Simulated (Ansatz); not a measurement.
# Ansatz 0.2.0, settings compared: Sc₃GeH

The input file (Ansatz 0.2.0, plane waves):

```yaml
crystal:
  lattice:
    - [0.0, 5.814569, 0.0]
    - [5.814569, 0.0, 0.0]
    - [2.907285, 2.907285, -4.359846]
  atoms:
    - { symbol: Ge, position: [0.75, 0.25, 0.5] }
    - { symbol: Ge, position: [0.25, 0.75, 0.5] }
    - { symbol: Sc, position: [0.7, 0.2, 0.0] }
    - { symbol: Sc, position: [0.2, 0.3, 0.0] }
    - { symbol: Sc, position: [0.3, 0.8, 0.0] }
    - { symbol: Sc, position: [0.8, 0.7, 0.0] }
    - { symbol: H, position: [0.0, 0.0, 0.0] }
    - { symbol: H, position: [0.5, 0.5, 0.0] }
    - { symbol: Sc, position: [0.25, 0.25, 0.5] }
    - { symbol: Sc, position: [0.75, 0.75, 0.5] }
  symmetry: { tolerance: 0.0003 }
kpoints:
  mp_grid: { grid: [4, 4, 4], shift: [0, 0, 0] }
magnetization:
  spin_polarized: false
scf:
  occupations: { method: fermi_dirac }
hamiltonian:
  pseudopotentials: { kind: paw }
  xc: pbe
total_charge: 1
basis:
  ecutwfc: 420
output:
  forces: true
  stress: true
  eigenvalues: true
  write_density: true
  write_potential: true
  elf: true
  volumetric_format: npy
```

Run with:

```bash
ansatz run input.yaml --threads 1 --pin off --max-ram 2560MiB --backend cpu --events-out ev --progress --plain --runs-dir out
```

Origin of the cell: a known structure type with other elements, at an estimated volume, so it need not be a known compound.

The smearing width isn't typed, so it takes its default of 0.1 eV.

Output of this run (shortened):

```
SCF iter   1: F=—  HF=-21453.584487 eV  Δρ=2.91e-2  dr2=1.41e0
SCF iter   2: F=—  HF=-21453.194554 eV  Δρ=1.34e-2  dr2=4.12e-1
SCF iter   3: F=—  HF=-21453.056014 eV  Δρ=4.91e-3  dr2=6.28e-2
SCF iter   4: F=—  HF=-21453.035076 eV  Δρ=1.27e-3  dr2=2.80e-3
SCF iter   5: F=—  HF=-21453.035131 eV  Δρ=3.05e-4  dr2=1.55e-4
SCF iter   6: F=—  HF=-21453.035110 eV  Δρ=7.87e-5  dr2=1.34e-5
SCF iter   7: F=—  HF=-21453.035137 eV  Δρ=1.42e-5  dr2=3.06e-7
SCF iter   8: F=-21453.035137 eV  HF=-21453.035137 eV  Δρ=3.87e-6  dr2=2.29e-8
SCF 1 converged in 8 iterations: F = -21453.035137 eV  dr2 = 2.29e-8
SCF converged after 8 iterations
Free energy (F): -21453.035137 eV
Harris-Foulkes:  -21453.035137 eV  (|F-HF|=8.86e-9)
Internal energy: -21452.616425 eV  (E = F + TS)
E sigma→0 (E₀):  -21452.825781 eV
Entropy (-TS):   -0.418712 eV (-41.871 meV/atom)
Fermi energy:    13.069824 eV
--- Per-component energies (eV) ---
  E_band       = -920.339504
  E_kinetic    = 1835.324424
  E_local      = -8616.086040  (includes V_loc(G=0)·N_el)
  E_nonlocal   = 1342.827940
  E_hartree    = 3391.033483
  E_xc         = -799.369295
  E_vxc        = -933.816665  (∫ρ·V_xc dr)
  E_paw        = -9777.709488  (= ΣΔE_a)
  E_vpaw       = -1330.659190  (= ΣTr[D̂ρ^β])
  E_aug_tail   = -0.002024  (compensation charges beyond the density's cutoff)
  E_ewald      = -8828.635424
  E_smearing   = -0.418712  (= −TS)
  E_deformation_potential = 21.647118  (in the stress; not in F)
  Σ components = -21453.035137   (vs F -21453.035137, Δ=0.00e0)
--- Forces (eV/Å), atoms counted from 1 ---
  atom   1  Ge    -0.000000     0.000000    -0.000000
  atom   2  Ge     0.000000    -0.000000     0.000000
[… 3 lines left out …]
  atom   6  Sc     0.666721    -0.666721    -0.000000
  atom   7  H     -0.000000     0.000000     0.000000
  atom   8  H      0.000000     0.000000     0.000000
  atom   9  Sc     0.000000     0.000000    -0.000000
  atom  10  Sc    -0.000000    -0.000000     0.000000
  max |Σ_I F_I| component: 1.11e-16 eV/Å
--- Stress (GPa, compression-positive) ---
       20.659014       0.000000      -0.000000
        0.000000      20.659014      -0.000000
       -0.000000      -0.000000      23.584520
  P = ⅓ Tr σ = 21.6342 GPa (216.342 kbar)
```

The same input was run again with these changes:

1. `scf.lower_state_search` default → "off"
2. `kpoints.mp_grid.shift` [0, 0, 0] → [0.5, 0.5, 0.5]; `scf.lower_state_search` default → standard; `scf.occupations.method` fermi_dirac → tetrahedron
3. `scf.mixing.preconditioner` default → ldos; `basis.ecutwfc` 420 → "800 eV"
4. `scf.occupations.method` fermi_dirac → tetrahedron; `scf.convergence.dr2_threshold` default → 1.0e-08

```json
{"run": "base", "end": "converged", "SCF iterations": "8", "P (GPa)": "–", "max force component (eV/Å)": "0.667", "moment (μB)": "–", "ΔE(σ→0) (meV/atom)": "0"}
{"run": "1", "end": "converged", "SCF iterations": "8", "P (GPa)": "–", "max force component (eV/Å)": "0.667", "moment (μB)": "–", "ΔE(σ→0) (meV/atom)": "0.00"}
{"run": "2", "end": "converged", "SCF iterations": "9", "P (GPa)": "–", "max force component (eV/Å)": "0.676", "moment (μB)": "–", "ΔE(σ→0) (meV/atom)": "-3.36"}
{"run": "3", "end": "converged", "SCF iterations": "9", "P (GPa)": "–", "max force component (eV/Å)": "0.667", "moment (μB)": "–", "ΔE(σ→0) (meV/atom)": "-1.15"}
{"run": "4", "end": "converged", "SCF iterations": "10", "P (GPa)": "–", "max force component (eV/Å)": "0.644", "moment (μB)": "–", "ΔE(σ→0) (meV/atom)": "-0.02"}
```

Energies are compared only where functional, datasets, charge and starting cell are the same.

Caveats of the base run: charged cell with a uniform background, whose pressure depends on convention; no moments, though an odd count or open d shells may carry them; the k mesh is coarse if the cell is a metal.

Run 2: forces and stress under tetrahedra may miss the slope of the energy; the k mesh keeps only part of the crystal's symmetry.
Run 4: forces and stress under tetrahedra may miss the slope of the energy.

The base run took 8.5 s on 1 thread of Arm Neoverse V2, with other jobs on the host, peak memory 0.45 GiB, from the program's own first density.
